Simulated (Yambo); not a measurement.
```xyz
12
Lattice="4.2705 -2.6845 0.0000 4.2705 2.6845 0.0000 -0.6637 0.0000 8.1558" Properties=species:S:1:pos:R:3 pbc="T T T"
O      2.4348     0.0000     2.9867
O      5.4425     0.0000     5.1692
O      3.8899     1.2132     1.4708
O      3.9874    -1.2132     6.6850
O      3.9874     1.2132     6.6850
O      3.8899    -1.2132     1.4708
O      2.0054     0.0000     0.5619
O      5.8719     0.0000     7.5939
S      3.0213     0.0000     1.6514
S      4.8560     0.0000     6.5044
K     -0.3319     0.0000     4.0779
Sc     0.0000     0.0000     0.0000
```

The geometry is that of Materials Project entry mp-1211342, symmetrised and not relaxed again.

### Question
Where are the main features of Im ε from RPA with local fields on PBEsol bands (Yambo; 4×4×2 mesh, 149 bands, 3 Ry local-field block, 0.2 eV broadening; field along z)?

### Answer
Peaks at 5.5 eV (0.6), 7.5 eV (1.1), 12.4 eV (1.7), 16.1 eV (1.3), 18.1 eV (1.5), heights in brackets. Structure narrower than a few tenths of an eV can come from the finite k mesh. Convergence of the RPA response with its 4×4×2 mesh was not tested. No excitonic effects at this level. 

The structure is a Materials Project entry; no match was found in the copy of COD used, and its stability was not checked.
